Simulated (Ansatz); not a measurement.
Input and command of a calculation in Ansatz (plane waves; scalar-relativistic PAW potentials unless the input names others):

```yaml
crystal:
  lattice:
    - [0.0, 3.126795, 3.126795]
    - [3.126795, 0.0, 3.126795]
    - [3.126795, 3.126795, 0.0]
  atoms:
    - { symbol: Hg, position: [0.0, 0.0, 0.0] }
    - { symbol: Te, position: [0.75, 0.75, 0.75] }
kpoints:
  mp_grid: { grid: [14, 14, 14] }
hamiltonian:
  xc: pbesol
  dispersion: d3bj
scf:
  occupations: { method: gaussian, width: 0.15 }
  initial_density: { chi_scale: 0.0 }
output:
  forces: true
  eigenvalues: true
  stress: true
accuracy: low
```

```bash
ansatz run input.yaml --threads 1 --pin off --max-ram 2560MiB --backend cpu --events-out ev --progress --plain --runs-dir out
```

Abridged log:
```
Pseudopotentials: kind: paw
Pseudopotential: Hg, paw, valence charge 20, recommended cutoff 420 eV (normal)
Pseudopotential: Te, paw, valence charge 16, recommended cutoff 420 eV (normal)
Functional definition: PBEsol
Crystal: 2 atoms, lattice volume = 61.140 Å³
Basis set: ecut = 420 eV, 1243 PW (Γ), exchange–correlation on 60×60×60 points (8 copies of the dense FFT grid, shifted against one another)
Bands: 22, of which v1, the nominal top of the filled ones, is band 18 counted from 1 (17 counted from 0)
Symmetry: 24 space group operations
Space group: F-43m (ITA 216), of the structure as read, at distance tolerance 3.9e-5 Å
k-points: 104 of 2744 (time reversal used)
Initial density: superposition of atomic densities (chi_scale 0, normalization cell)
Initial wavefunctions: pseudopotential atomic-orbital guess
Functional: x = pbesol(κ = 0.804, μ = 0.12345679), c = pbesol(β = 0.046)
SCF iter   1: F=—  HF=-20570.713999 eV  |F-HF|=—  |Δ(HF+E_count)|=         —  Δρ=3.04e-2  dr2=8.52e-1  ethr=3.10e-3  ⟨swp⟩=5.8  Hψ=10570  notcnv=0
SCF iter   2: F=—  HF=-20570.490320 eV  |F-HF|=—  |Δ(HF+E_count)|=   2.24e-1  Δρ=1.45e-2  dr2=1.06e-1  ethr=2.37e-3  ⟨swp⟩=3.0  Hψ=4775  notcnv=0
SCF iter   3: F=—  HF=-20570.452392 eV  |F-HF|=—  |Δ(HF+E_count)|=   3.79e-2  Δρ=5.31e-3  dr2=1.02e-2  ethr=2.95e-4  ⟨swp⟩=2.0  Hψ=4358  notcnv=0
SCF iter   4: F=—  HF=-20570.450095 eV  |F-HF|=—  |Δ(HF+E_count)|=   2.30e-3  Δρ=9.31e-4  dr2=3.06e-4  ethr=2.83e-5  ⟨swp⟩=2.0  Hψ=3746  notcnv=0
SCF iter   5: F=—  HF=-20570.450043 eV  |F-HF|=—  |Δ(HF+E_count)|=   5.26e-5  Δρ=1.57e-4  dr2=9.41e-6  ethr=8.50e-7  ⟨swp⟩=2.1  Hψ=3304  notcnv=0
SCF iter   6: F=—  HF=-20570.450045 eV  |F-HF|=—  |Δ(HF+E_count)|=   2.80e-6  Δρ=3.33e-5  dr2=2.57e-7  ethr=2.61e-8  ⟨swp⟩=2.0  Hψ=3239  notcnv=0
SCF iter   7: F=-20570.450046 eV  HF=-20570.450046 eV  |F-HF|=1.03e-9  |Δ(HF+E_count)|=   1.86e-7  Δρ=5.42e-6  dr2=1.26e-8  ethr=2.78e-10  ⟨swp⟩=7.0  Hψ=10250  notcnv=0
SCF 1 converged in 7 iterations: F = -20570.450046 eV  dr2 = 1.26e-8
SCF converged after 7 iterations
Free energy (F): -20570.450046 eV
Harris-Foulkes:  -20570.450046 eV  (|F-HF|=1.03e-9)
Internal energy: -20570.449876 eV  (E = F + TS)
E sigma→0 (E₀):  -20570.449961 eV
Entropy (-TS):   -0.000170 eV (-0.085 meV/atom)
Fermi energy:    10.415926 eV
  E_disp       = -0.783267  (pairwise vdW)
--- Forces (eV/Å), atoms counted from 1 ---
  atom   1  Hg     0.00000000     0.00000000     0.00000000
  atom   2  Te     0.00000000     0.00000000     0.00000000
--- Stress (GPa, compression-positive) ---
        4.875536       0.000000       0.000000
        0.000000       4.875536       0.000000
        0.000000       0.000000       4.875536
  P = ⅓ Tr σ = 4.8755 GPa (48.755 kbar)
```

Apart from outputs and empty bands, the input differs from a reference run on usual settings in accuracy: not typed → "low"; scf.initial_density.chi_scale: not typed → 0.0; hamiltonian.dispersion: not typed → "d3bj"; basis.ecutwfc: 420 → not typed. The reference, at the same geometry (not necessarily relaxed), gave pressure 6.90 GPa, largest force 0.000 eV/Å, no gap on the mesh. This run converged in 7 SCF iterations (reference: 6) with an energy at zero smearing 392 meV/atom below the reference's (the Hamiltonian itself differs), pressure 4.88 GPa, largest force 0.000 eV/Å, no gap on the mesh. Its accuracy level is looser than usual. The Hamiltonian differs as well, so the change in the result can't be put down to that alone.

It took 25 s on 1 thread of Intel(R) Xeon(R) Processor @ 2.50GHz (Skylake/Cascade Lake) (shared host), peak memory 0.44 GiB.